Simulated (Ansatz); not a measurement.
**Calculated electric field gradients for CdPtC₆N₆**

The cell is an entry of the Crystallography Open Database (COD) whose atoms were relaxed with PBE, the cell held.

Space group Fm-3m (No. 225); a = 10.9458 Å.

| site | Wyckoff | site symmetry | x | y | z |
| --- | --- | --- | --- | --- | --- |
| Cd | 4b | m-3m | 0.5000 | 0.5000 | 0.5000 |
| Pt | 4a | m-3m | 0.0000 | 0.0000 | 0.0000 |
| C | 24e | 4m.m | 0.5000 | 0.5000 | 0.1833 |
| N | 24e | 4m.m | 0.5000 | 0.5000 | 0.2890 |

One atom of each set is listed; the run and its k-mesh use a cell of 14 atoms with edges of 7.74, 7.74, 7.74 Å.

Method: Kohn–Sham DFT in Ansatz, r2SCAN, plane waves and PAW, scalar-relativistic, 500 eV cutoff, Γ-centred 5×5×5 k-points, Fermi–Dirac smearing 0.05 eV.

C_Q = eQV_zz/h, which is 24.18 MHz for Q = 1 b and V_zz = 10²¹ V/m²; η = (V_xx − V_yy)/V_zz.

14N: I = 1, Q = 20.44 mb. Nuclear quadrupole moments: year-2017 set (Pyykkö).

Question: Give the quadrupolar parameters of the distinct sites.

Answer: 

| site | atoms | first shell | V_zz (10²¹ V/m²) | η | C_Q (MHz) |
| --- | --- | --- | --- | --- | --- |
| Cd | 1 | 6 N at 2.31 Å | 0.00 | – | – |
| Pt | 1 | 6 C at 2.01 Å | 0.00 | – | – |
| C | 6 | 1 N at 1.16 Å, 1 Pt at 2.01 Å, angle 180° | -4.17 | 0.00 | – |
| N | 6 | 1 C at 1.16 Å; also 1 Cd at 2.31 Å, 1 Pt at 3.16 Å | -6.15 | 0.00 | -3.04 |

An axis of threefold or higher order runs through C and N, so V_zz lies along it and η is zero. Cd and Pt sit on a cubic site, where every gradient vanishes.

Cd, Pt, C have no stable isotope with a ground-state quadrupole moment in the table, so no C_Q is given.

The largest force is 0.9 eV/Å, so the atoms aren't at the calculated equilibrium and relaxing them would move these values. Without spin–orbit coupling the gradients at and beside Pt can be off by some per cent, at some sites by more. The database entry as given showed forces above 3 eV/Å or a pressure above 30 GPa, though relaxing it moves no atom far.
